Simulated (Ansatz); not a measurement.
NbSiB:
```
CELL_PARAMETERS angstrom
      1.64509    -6.72622     0.00000
      1.64509     6.72622     0.00000
      0.00000     0.00000     3.17832
ATOMIC_POSITIONS crystal
  Si 0.70243 0.29757 0.25000
  Si 0.29757 0.70243 0.75000
  B  0.46712 0.53288 0.75000
  B  0.53288 0.46712 0.25000
  Nb 0.09787 0.90213 0.75000
  Nb 0.90213 0.09787 0.25000
```

This is the r²SCAN-relaxed structure.

### Question
All from r²SCAN (plane waves, PAW; program Ansatz), unless another level is named. Give the electronic character.

### Answer
metallic (no gap).

### Question
Next, the density of states at the Fermi level?

### Answer
0.12 states/eV per atom (mean over ±0.08 eV).

### Question
And the formation energy from the elements (no fitted shifts)?

### Answer
-0.61 eV/atom.

Space group Cmcm. The start of the workflow was typed in or built on a structure type; neither database checked (COD, Materials Project) lists it. Its standing as an ambient phase is unchecked. The cell was relaxed with r²SCAN under the symmetry of its start; whether a distortion lowers the energy is not shown. No spin polarisation was allowed. The references are the lowest solids computed at this level, not always the standard phases. Spin–orbit coupling is left out wherever it is not named.

Potentials: the later of the program's two PAW sets.
